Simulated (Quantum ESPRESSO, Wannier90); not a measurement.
**Wannierisation of CsPbBr3 (cubic perovskite)**

```yaml
crystal:
  lattice:
    - [5.94863, 0.00000, 0.00000]
    - [0.00000, 5.94863, 0.00000]
    - [0.00000, 0.00000, 5.94863]
  atoms:
    - { symbol: Cs, position: [0.00000, 0.00000, 0.00000] }
    - { symbol: Pb, position: [0.50000, 0.50000, 0.50000] }
    - { symbol: Br, position: [0.50000, 0.50000, 0.00000] }
    - { symbol: Br, position: [0.00000, 0.50000, 0.50000] }
    - { symbol: Br, position: [0.50000, 0.00000, 0.50000] }
```

Cell from Materials Project (mp-600089), symmetrised, no further relaxation. COD (Crystallography Open Database) records the formula in this space group. Ideal cubic forms of this type are often high-temperature phases that distort on cooling; symmetry holds the cell here, and its stability was not tested. Computed values, not measurements, from PBEsol: Quantum ESPRESSO (norm-conserving PseudoDojo potentials, cutoff 50 Ry, no spin polarisation, no spin-orbit coupling) on a Γ-centred 6×6×6 mesh, then Wannier90. Density: 6×6×6 mesh, cold smearing 0.01 Ry. Spin-orbit coupling is left out although heavy elements are present.

The lattice is scaled uniformly with fixed fractional positions, and at each scale an atom-like model (Cs s, Pb p, Br sp; disentangled, num_iter = 0) is made. Listed is the largest hopping of each kind of orbital pair shown, with the distance of the two functions' centres at scale 1; the mesh was not varied.

```json
[
 {"scale": "0.970", "gap (eV)": "1.204", "modulus of t, Br3 pz–Pb2 pz at 2.97 Å (eV)": "2.050", "modulus of t, Br4 s–Pb2 px at 2.97 Å (eV)": "1.114"},
 {"scale": "0.985", "gap (eV)": "1.411", "modulus of t, Br3 pz–Pb2 pz at 2.97 Å (eV)": "1.952", "modulus of t, Br4 s–Pb2 px at 2.97 Å (eV)": "1.023"},
 {"scale": "1.000", "gap (eV)": "1.591", "modulus of t, Br3 pz–Pb2 pz at 2.97 Å (eV)": "1.858", "modulus of t, Br4 s–Pb2 px at 2.97 Å (eV)": "0.937"},
 {"scale": "1.015", "gap (eV)": "1.745", "modulus of t, Br3 pz–Pb2 pz at 2.97 Å (eV)": "1.768", "modulus of t, Br4 s–Pb2 px at 2.97 Å (eV)": "0.857"},
 {"scale": "1.030", "gap (eV)": "1.874", "modulus of t, Br3 pz–Pb2 pz at 2.97 Å (eV)": "1.681", "modulus of t, Br4 s–Pb2 px at 2.97 Å (eV)": "0.784"}
]
```

With |t| ∝ d^(−η), find η for each hopping from the ends of the series, and the volume deformation potential of the gap at scale 1.


- Br3 pz–Pb2 pz at 2.97 Å: η = −ln(1.681/2.050)/ln(1.030/0.970) = 3.3
- Br4 s–Pb2 px at 2.97 Å: η = −ln(0.784/1.114)/ln(1.030/0.970) = 5.9
Harrison's rules would take η = 2.0, 2.0 for these pairs; they describe atomic orbitals, while these are orthogonalised and change shape with the volume.
Volume deformation potential of the gap: dE_g/d ln V = (1.745 − 1.411)/(3 ln(1.015/0.985)) = 3.7 eV.
